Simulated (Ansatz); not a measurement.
# InSb3: tetragonal deformation path

Theory: DFT r2SCAN, scalar-relativistic, plane waves, PAW in Ansatz 0.2.0. Cutoff 500 eV, Γ-centred 12×12×12 k-points, Gaussian smearing of 0.15 eV. No spin polarisation. Energies are free energies at this smearing, counted from the undisturbed cell; pressure is positive in compression.

Zero of the scan (relaxed at this level; it needn't be the usual structure):

```
CELL_PARAMETERS angstrom
4.79053 0.00000 0.00000
0.00000 4.79053 0.00000
0.00000 0.00000 4.79053
ATOMIC_POSITIONS crystal
In 0.00000 0.00000 0.00000
Sb 0.50000 0.00000 0.50000
Sb 0.00000 0.50000 0.50000
Sb 0.50000 0.50000 0.00000
```

At fixed volume and fractional coordinates, lengths along (0.000, 0.000, 1.000) are scaled against those across it; ρ is that ratio over its starting value. The cell is metallic on the mesh throughout.

```tsv
ρ	ΔE (meV/atom)
0.707	-43.3
0.780	-31.3
0.850	-13.4
1.000	0.0
1.200	-8.5
1.300	-10.0
1.414	4.3
```

Question: Predict the pressure (GPa) at each point.

Answer:
| ρ | pressure (GPa) |
| --- | --- |
| 0.707 | -1.2 |
| 0.780 | -0.7 |
| 0.850 | -0.3 |
| 1.000 | 0.0 |
| 1.200 | 0.2 |
| 1.300 | 0.8 |
| 1.414 | 2.1 |

Cost: 7 runs of about 6.1 core-minutes in all, on Intel Xeon 6975P-C (Granite Rapids) (shared hosts).